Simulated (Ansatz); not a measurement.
The relaxed structure here is a generated cell of SnO: the first start was made by placing the elements on the sites of a structure type, and the end was not matched to a known phase here, so it may be hypothetical. Known forms of SnO include space group No. 129.

A relaxed cell of SnO (P-3m1 (No. 164)), relaxed on a k-mesh at least as fine as the one used below. All values below come from PBEsol (plane waves to 420 eV, PAW, scalar-relativistic; Ansatz, a program for electronic structure). Γ-centred k-mesh 7×7×4 on the run's cell (coarser than for final values), Fermi–Dirac smearing 0.05 eV.

```
SnO
1.0
    7.59122     0.00000     0.00000
   -1.89780     3.28709     0.00000
    0.00000     0.00000     6.26559
Sn O
4 4
Cartesian
  0.00000   2.19140   1.41275
  3.79561   2.19140   1.41275
  1.89780   1.09570   4.85284
  5.69341   1.09570   4.85284
  0.00000   2.19140   5.51642
  3.79561   2.19140   5.51642
  1.89780   1.09570   0.74917
  5.69341   1.09570   0.74917
```

The atoms are displaced along an unstable phonon of this cell by (Å):

```json
[
 {"atom": "Sn1", "ux": "0.009", "uy": "-0.016", "uz": "0.000"},
 {"atom": "Sn2", "ux": "-0.009", "uy": "0.016", "uz": "0.000"},
 {"atom": "Sn3", "ux": "0.009", "uy": "-0.016", "uz": "0.000"},
 {"atom": "Sn4", "ux": "-0.009", "uy": "0.016", "uz": "0.000"},
 {"atom": "O5", "ux": "0.075", "uy": "-0.130", "uz": "0.000"},
 {"atom": "O6", "ux": "-0.075", "uy": "0.130", "uz": "0.000"},
 {"atom": "O7", "ux": "0.075", "uy": "-0.130", "uz": "0.000"},
 {"atom": "O8", "ux": "-0.075", "uy": "0.130", "uz": "0.000"}
]
```

Problem. What forces (eV/Å) and pressure result?

Solution. 
| atom | Fx | Fy | Fz |
|---|---|---|---|
| Sn1 | 0.00 | -0.18 | 0.01 |
| Sn2 | -0.16 | 0.09 | 0.01 |
| Sn3 | 0.16 | -0.09 | -0.01 |
| Sn4 | 0.00 | 0.18 | -0.01 |
| O5 | -0.11 | -0.14 | 0.07 |
| O6 | -0.17 | -0.03 | 0.07 |
| O7 | 0.17 | 0.03 | -0.07 |
| O8 | 0.11 | 0.14 | -0.07 |

Pressure +0.2 GPa.

The undisplaced cell is probably no minimum: from this displacement the run went on to P2₁/c (No. 14), 145 meV/atom below it.

No spin polarisation in the result.
